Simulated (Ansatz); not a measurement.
Relaxation of a generated trial cell of HfN in the AFLOW prototype AB_oP8_62_c_c (B16, as in GeS); 8 atoms in the cell, which starts as Pnma (No. 62), oP8; a = 9.409 Å, b = 3.287 Å, c = 3.874 Å, α = β = γ = 90.00°. The numbers are results of r2SCAN (plane waves to 500 eV, PAW, scalar-relativistic; Ansatz, a program for electronic structure), not measurements. Γ-centred k-mesh 3×7×6 on the run's cell (coarser than for final values), Fermi–Dirac smearing 0.05 eV. This is the first round of the run. 

The optimiser's lines from the output (shortened; P is positive under compression):

```
relax step   1: F+E_penalty+E_count = -64482.91170843 eV  Δ(F+E_penalty+E_count) = +0.000e0 eV  max|allowed force component| = 1.591e0 eV/Å  Δτ_max = 0.0000 Å  P = -31.943 GPa  Ω = 119.809 Å³  (11 SCF iters, dr2 threshold 1.00e-7 eV, accepted)
relax step   2: F+E_penalty+E_count = -64485.35487988 eV  Δ(F+E_penalty+E_count) = -2.443e0 eV  max|allowed force component| = 9.868e-1 eV/Å  Δτ_max = 0.0467 Å  P = -21.885 GPa  Ω = 109.259 Å³  (9 SCF iters, dr2 threshold 8.00e-7 eV, accepted)
relax step   3: F+E_penalty+E_count = -64486.91273346 eV  Δ(F+E_penalty+E_count) = -1.558e0 eV  max|allowed force component| = 1.239e0 eV/Å  Δτ_max = 0.0473 Å  P = -11.363 GPa  Ω = 101.087 Å³  (9 SCF iters, dr2 threshold 8.00e-7 eV, accepted)
relax step   4: F+E_penalty+E_count = -64488.13277336 eV  Δ(F+E_penalty+E_count) = -1.220e0 eV  max|allowed force component| = 1.478e0 eV/Å  Δτ_max = 0.0989 Å  P = -2.706 GPa  Ω = 95.255 Å³  (9 SCF iters, dr2 threshold 8.00e-7 eV, accepted)
relax step   5: F+E_penalty+E_count = -64489.04778443 eV  Δ(F+E_penalty+E_count) = -9.150e-1 eV  max|allowed force component| = 9.267e-1 eV/Å  Δτ_max = 0.2000 Å  P = -1.668 GPa  Ω = 93.664 Å³  (9 SCF iters, dr2 threshold 8.00e-7 eV, accepted)
relax step   6: F+E_penalty+E_count = -64489.45939460 eV  Δ(F+E_penalty+E_count) = -4.116e-1 eV  max|allowed force component| = 2.295e-2 eV/Å  Δτ_max = 0.1827 Å  P = -0.402 GPa  Ω = 92.826 Å³  (9 SCF iters, dr2 threshold 8.00e-7 eV, accepted)
relax step   7: F+E_penalty+E_count = -64489.46012758 eV  Δ(F+E_penalty+E_count) = -7.330e-4 eV  max|allowed force component| = 1.545e-3 eV/Å  Δτ_max = 0.0048 Å  P = +0.012 GPa  Ω = 92.690 Å³  (5 SCF iters, dr2 threshold 8.00e-7 eV, accepted)
relax step   8: F+E_penalty+E_count = -64489.46012965 eV  Δ(F+E_penalty+E_count) = -2.070e-6 eV  max|allowed force component| = 1.036e-4 eV/Å  Δτ_max = 0.0002 Å  P = -0.000 GPa  Ω = 92.694 Å³  (5 SCF iters, dr2 threshold 4.77e-9 eV, accepted)
relax step   9: F+E_penalty+E_count = -64489.45290908 eV  Δ(F+E_penalty+E_count) = +7.221e-3 eV  max|allowed force component| = 9.724e-5 eV/Å  Δτ_max = 0.0000 Å  P = +0.029 GPa  Ω = 92.694 Å³  stress off target by 3.91e-2 GPa  SCF on the basis re-selected at this cell (its energy is not comparable with the rows above)  (8 SCF iters)
relax step  10: F+E_penalty+E_count = -64489.45290726 eV  Δ(F+E_penalty+E_count) = +1.820e-6 eV  max|allowed force component| = 7.973e-5 eV/Å  Δτ_max = 0.0000 Å  P = -0.000 GPa  Ω = 92.703 Å³  (4 SCF iters, dr2 threshold 3.81e-9 eV, accepted)
relax step  11: F+E_penalty+E_count = -64489.45290630 eV  Δ(F+E_penalty+E_count) = +9.656e-7 eV  max|allowed force component| = 7.500e-5 eV/Å  Δτ_max = 0.0000 Å  P = -0.000 GPa  Ω = 92.703 Å³  stress off target by 1.05e-3 GPa  SCF on the basis re-selected at this cell (its energy is not comparable with the rows above)  (6 SCF iters)
```

From the first to the last row the energy changes by -0.82 eV/atom and the volume by -22.6 %. The last row is marked as not comparable with the walk above it, whose basis was carried along; it does compare with step 1, since both stand on a basis selected at the nominal cutoff for their own cell.

Later rounds, restarted from the end of this one on a renewed k-mesh, logged 10 more steps and released under 0.01 eV/atom more. The final structure after all rounds: Fm-3m (No. 225), cF8, rock salt type; a = 4.526 Å, b = 4.526 Å, c = 4.526 Å, α = 90.00°, β = 90.00°, γ = 90.00°. Between re-selections the logged energies stand on a plane-wave basis carried along with the cell. No spin polarisation in the result. The relaxed primitive cell holds an odd number of electrons. A magnetic state may lie lower.

The run could not lose the symmetry of its start; a randomly shaken copy of 4 atoms returns to this structure.
